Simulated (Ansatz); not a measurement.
Question: Each is relaxed and computed with the program Ansatz at the r²SCAN level (PAW). Which is the only one with a gap?
A) InPPd5, P4/mmm (In on 1c, P on 1b, Pd on 4i, Pd on 1a)
B) Ti3InC, anti-perovskite
C) InF3, R-3c (In on 6b, F on 18e)
D) La2InGe2, P4/mbm (La on 4h, In on 2a, Ge on 4g)

Answer: C, InF3, R-3c (In on 6b, F on 18e). InF3: gap 5.13 eV (indirect); La2InGe2: metal; Ti3InC: metal; InPPd5: metal. Standing as an ambient phase not checked: InF3, R-3c (In on 6b, F on 18e); La2InGe2, P4/mbm (La on 4h, In on 2a, Ge on 4g); Ti3InC, anti-perovskite; InPPd5, P4/mmm (In on 1c, P on 1b, Pd on 4i, Pd on 1a). All cells were relaxed under the symmetry of their starts (and spin orders); stability against distortions was not tested throughout. Rows with no word on spin ran without spin polarisation. Scalar-relativistic: spin–orbit coupling is off unless named, which matters more the heavier the elements.

Potentials: the later of the program's two PAW sets.
